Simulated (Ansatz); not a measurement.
## Notes on Bi$_{2}$TeSe$_{2}$

```
CELL_PARAMETERS angstrom
4.20646 0.00000 0.00000
-2.10323 3.64290 0.00000
-2.10323 1.21430 9.76679
ATOMIC_POSITIONS crystal
Bi 0.39806 0.60194 0.19418
Bi 0.60194 0.39806 0.80582
Se 0.21160 0.78840 0.63480
Se 0.78840 0.21160 0.36520
Te 0.00000 0.00000 0.00000
```

The numbers come from plane-wave PAW DFT (Ansatz): PBEsol, spin-orbit coupling, 420 eV, 6×6×6 Γ-centred k points, gaussian occupations (width 0.1039 eV). Nothing was relaxed.

The state carries no moments; the state need not be the lowest.

Problem. Metal or insulator?

Solution. Counting bands on this mesh leaves a gap of 0.19 eV, but it is narrow, so a finer mesh and a narrower smearing would have to settle it.

Problem. Give the Bader charges.

Solution. Bader charges in e: Bi +0.75, Te -0.51, Se -0.50. In the mean Bi gives up most and Te takes most.

Problem. Is it stable against the elements?

Solution. -0.15 eV an atom against the elements' usual phases (free molecules for gases, crystals otherwise, with no correction for O₂ or N₂), so it is bound against them; other compounds may still compete. Relaxing would lower it.

Problem. What does the stress say?

Solution. The pressure is 1.1 GPa (compression positive), so with the atoms held at these fractions the cell would first expand; the forces are large, so a full relaxation may end otherwise.

Origin: a database entry at a rescaled volume. Caveats: atoms or cell far from equilibrium; the gap is not wide against the smearing.
